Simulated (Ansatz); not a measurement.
# Is this K₄Cl structure stable?

It was reached by relaxing an invented guess, and it needn't be the stable form of this composition.

Level of theory: DFT PBE, scalar-relativistic, plane waves, PAW in Ansatz. Settings of the last relaxation (5-atom cell): 420 eV, 6×6×6 k points, Gaussian smearing of 0.10 eV, no spin polarisation.

```cif
data_structure
_symmetry_space_group_name_H-M 'P-43m'
_symmetry_Int_Tables_number 215
_cell_length_a 6.9233
_cell_length_b 6.9233
_cell_length_c 6.9233
_cell_angle_alpha 90.000
_cell_angle_beta 90.000
_cell_angle_gamma 90.000
_cell_volume 331.85
loop_
_atom_site_label
_atom_site_type_symbol
_atom_site_symmetry_multiplicity
_atom_site_Wyckoff_symbol
_atom_site_fract_x
_atom_site_fract_y
_atom_site_fract_z
_atom_site_occupancy
K1 K 4 e 0.25192 0.25192 0.25192 1
Cl1 Cl 1 a 0.00000 0.00000 0.00000 1
```

Formation energies are uncorrected and refer to the elements' standard structures at the same level (Cl₂ as a molecule).

Question: These tests were run: energy against the elements; phonons at Γ. What do they show?

Answer:

| test | result |
| --- | --- |
| energy against the elements | −0.68 eV/atom |
| phonons at Γ | lowest optical mode 41 cm⁻¹ |

It fails none of these tests. Whether a mixture of other phases lies lower isn't tested here. Phonons away from Γ weren't computed.

The cell is a metal run without spin; a magnetic state may lie lower. The run for the phonons used a 6×6×6 k mesh and Fermi–Dirac smearing of 0.15 eV.
